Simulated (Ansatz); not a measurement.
HfPbO₃:
```
HfPbO3
1.0
    4.13203     0.00000     0.00000
    0.00000     4.13203     0.00000
    0.00000     0.00000     4.13203
Hf Pb O
1 1 3
Cartesian
  2.06601   2.06601   2.06601
  0.00000   0.00000   0.00000
  0.00000   2.06601   2.06601
  2.06601   0.00000   2.06601
  2.06601   2.06601   0.00000
```

Relaxed with r²SCAN.

Task: Map the valence electron density (e/Å³), cut off at 4 on the plane through (0.500, 0.500, 0.500) spanned by u = [1, 0, 0] and v = [0, 1, 1] in lattice vectors, from r²SCAN in the plane-wave PAW code Ansatz.

Result: x is the fraction of u, y of v (the angle between them is 90°; rows are the nearest grid lines); atoms in the plane: Hf at (0.00, 0.00), Pb at (0.50, 0.50), O at (0.50, 0.00).
```
|@@@@*:.-%@@@@%-.:*@@@@|
|@@@@+..-#@@@@#-..+@@@@|
|@@@=.  .:-==-:.  .=@@@|
|+=:.     ....     .:=+|
|..                  ..|
|                      |
|                      |
|                      |
|        ..::..        |
|       .:=++=:.       |
|      :=%@@@@%=:      |
|     .:+@@@@@@+:.     |
|     .:+@@@@@@+:.     |
|      :=%@@@@%=:      |
|       .:=++=:.       |
|        ..::..        |
|                      |
|                      |
|                      |
|..                  ..|
|+=:.     ....     .:=+|
|@@@=.  .:-==-:.  .=@@@|
|@@@@+..-#@@@@#-..+@@@@|
|@@@@*:.-%@@@@%-.:*@@@@|
```
Scale: ten equal steps from 0.034 (start of ' ') to 4.00 (end of '@'), in the order ' .:-=+*#%@'; x runs from 0.000 to 1.00, y from 0.000 (bottom) to 1.00 (top).

The density is the valence pseudo-density with augmentation charge, so density and ELF within about 1 Å of a nucleus are not all-electron values.

Space group Pm-3m (cubic perovskite). The workflow started from a Materials Project entry (that database holds measured and hypothetical structures alike); the Crystallography Open Database copy checked does not list it. COD files the formula under space group No. 55. Its standing as an ambient phase is unchecked. Symmetry was held in the r²SCAN relaxation; whether a distortion lowers the energy is not shown. The run is not spin-polarised. Spin–orbit coupling is left out wherever it is not named.

Potentials: the later of the program's two PAW sets.
